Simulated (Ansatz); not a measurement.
ScAl3 (Cu3Au type, Pm-3m) at seven volumes, PBEsol (plane waves, PAW; program Ansatz), scaled uniformly. One row is withheld.

| V (Å³/atom) | P (GPa) |
|---|---|
| 15.349 | ? |
| 15.855 | 6.44 |
| 16.361 | 2.97 |
| 16.867 | 0.00 |
| 17.373 | -2.55 |
| 17.879 | -4.73 |
| 18.385 | -6.58 |

Fit the shown pressures and predict the withheld one.

Third-order Birch–Murnaghan: P = (3/2)B₀(x^(7/2) − x^(5/2))[1 + (3/4)(B′ − 4)(x − 1)] with x = (V₀/V)^(2/3). Least squares on the six rows gives V₀ = 16.866 Å³/atom, B₀ = 91.51 GPa, B′ = 4.20. At V = 15.349, x = 1.0648 and P = 10.52 GPa. The run itself gave 10.47 GPa.

The cell was relaxed with PBEsol under the symmetry of its start. No spin polarisation was allowed.

Potentials: the earlier of the program's two PAW sets. The files were generated under PBE; for other functionals the program regenerates the frozen cores, and for LDA and PBEsol the local potential too.
